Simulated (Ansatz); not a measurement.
A plane-wave DFT run in Ansatz 0.2.0 (scalar-relativistic PAW potentials unless the input names others): input and command.

```yaml
crystal:
  lattice:
    - [3.6578411923, 0.0, 0.0]
    - [-1.8289205961, 3.1677833955, 0.0]
    - [0.0, 0.0, 16.2097551096]
  atoms:
    - { symbol: Ga, position: [0.3333333333, 0.6666666667, 0.318807006] }
    - { symbol: Ga, position: [0.6666666667, 0.3333333333, 0.681192994] }
    - { symbol: Ga, position: [0.6666666667, 0.3333333333, 0.8313723775] }
    - { symbol: Ga, position: [0.3333333333, 0.6666666667, 0.1686276225] }
    - { symbol: Se, position: [0.6666666667, 0.3333333333, 0.3936471576] }
    - { symbol: Se, position: [0.3333333333, 0.6666666667, 0.6063528424] }
    - { symbol: S, position: [0.3333333333, 0.6666666667, 0.8957501319] }
    - { symbol: S, position: [0.6666666667, 0.3333333333, 0.1042498681] }
  symmetry: { detect: false }
basis:
  ecutwfc: 420
kpoints:
  mp_grid: { grid: [12, 12, 2] }
hamiltonian:
  xc: pbesol
scf:
  occupations: { method: gaussian, width: 0.02 }
  algorithm: density_mixing
output:
  forces: true
  eigenvalues: true
  stress: true
```

```bash
ansatz run input.yaml --threads 2 --pin off --max-ram 5120MiB --backend cpu --events-out ev --progress --plain --runs-dir out
```

Abridged log:
```
Basis set: ecut = 420 eV, 3619 PW (Γ), exchange–correlation on 50×50×240 points (8 copies of the dense FFT grid, shifted against one another)
Bands: 58, of which v1, the nominal top of the filled ones, is band 48 counted from 1 (47 counted from 0)
Symmetry: 1 space group operations
k-points: 148 of 288 (time reversal used)
SCF iter   1: F=—  HF=-27595.804216 eV  |F-HF|=—  |Δ(HF+E_count)|=         —  Δρ=3.89e-3  dr2=6.69e-2  ethr=1.77e-3  ⟨swp⟩=6.1  Hψ=34913  notcnv=0
SCF iter   2: F=—  HF=-27595.790215 eV  |F-HF|=—  |Δ(HF+E_count)|=   1.40e-2  Δρ=1.58e-3  dr2=6.85e-3  ethr=6.97e-5  ⟨swp⟩=2.5  Hψ=12999  notcnv=0  defer=812
SCF iter   3: F=—  HF=-27595.789229 eV  |F-HF|=—  |Δ(HF+E_count)|=   9.86e-4  Δρ=7.37e-4  dr2=2.02e-3  ethr=7.14e-6  ⟨swp⟩=2.0  Hψ=9829  notcnv=0  defer=516
automatic band count: iteration 3 solves 56 bands in place of 58: the levels show a gap, and the empty bands left out lie too high to hold charge; the band table lists the bands solved (type scf.n_extra_bands for more)
SCF iter   4: F=—  HF=-27595.789101 eV  |F-HF|=—  |Δ(HF+E_count)|=   1.29e-4  Δρ=2.97e-4  dr2=3.78e-4  ethr=2.10e-6  ⟨swp⟩=2.1  Hψ=9968  notcnv=0  defer=516
SCF iter   5: F=—  HF=-27595.789110 eV  |F-HF|=—  |Δ(HF+E_count)|=   9.33e-6  Δρ=9.18e-5  dr2=1.68e-5  ethr=3.94e-7  ⟨swp⟩=2.0  Hψ=9342  notcnv=0  defer=516
SCF iter   6: F=—  HF=-27595.789126 eV  |F-HF|=—  |Δ(HF+E_count)|=   1.60e-5  Δρ=2.46e-5  dr2=1.35e-6  ethr=1.75e-8  ⟨swp⟩=2.0  Hψ=13396  notcnv=0  defer=516
SCF iter   7: F=—  HF=-27595.789126 eV  |F-HF|=—  |Δ(HF+E_count)|=   1.22e-7  Δρ=1.62e-5  dr2=4.12e-7  ethr=1.41e-9  ⟨swp⟩=2.0  Hψ=13396  notcnv=0  defer=516
SCF iter   8: F=-27595.789126 eV  HF=-27595.789126 eV  |F-HF|=3.88e-8  |Δ(HF+E_count)|=   1.03e-7  Δρ=4.89e-6  dr2=4.99e-8  ethr=1.04e-10  ⟨swp⟩=7.7  Hψ=36565  notcnv=0
SCF 1 converged in 8 iterations: F = -27595.789126 eV  dr2 = 4.99e-8
SCF converged after 8 iterations
Free energy (F): -27595.789126 eV
Harris-Foulkes:  -27595.789126 eV  (|F-HF|=3.88e-8)
Internal energy: -27595.789126 eV  (E = F + TS)
E sigma→0 (E₀):  -27595.789126 eV
Fermi energy:    7.046309 eV
--- Forces (eV/Å), atoms counted from 1 ---
  atom   1  Ga     0.00000001     0.00000002     0.00112317
  atom   2  Ga    -0.00000001    -0.00000001    -0.00112325
  atom   3  Ga     0.00000001    -0.00000002    -0.00161484
  atom   4  Ga     0.00000000     0.00000002     0.00161492
  atom   5  Se    -0.00000002     0.00000000    -0.00132841
  atom   6  Se     0.00000002    -0.00000001     0.00132846
  atom   7  S     -0.00000001     0.00000000     0.00177103
  atom   8  S      0.00000000     0.00000000    -0.00177107
--- Stress (GPa, compression-positive) ---
        0.003959       0.000000       0.000000
        0.000000       0.003960       0.000000
        0.000000       0.000000      -0.021366
  P = ⅓ Tr σ = -0.0045 GPa (-0.045 kbar)
```

Apart from outputs, empty bands and the relaxation, which only the reference makes, the input differs from a reference run on usual settings in crystal.symmetry: not typed → {"detect": false}; scf.algorithm: not typed → "density_mixing". The reference, at the same geometry, ended its own course with pressure 0.00 GPa, largest force 0.002 eV/Å, gap on the mesh 1.43 eV. This run converged in 8 SCF iterations with an energy at zero smearing within 0.01 meV/atom of the reference's, pressure 0.00 GPa, largest force 0.002 eV/Å, gap on the mesh 1.43 eV.

The run took 72 s on 2 threads of Arm Neoverse V1, with other jobs on the host, peak memory 1.2 GiB.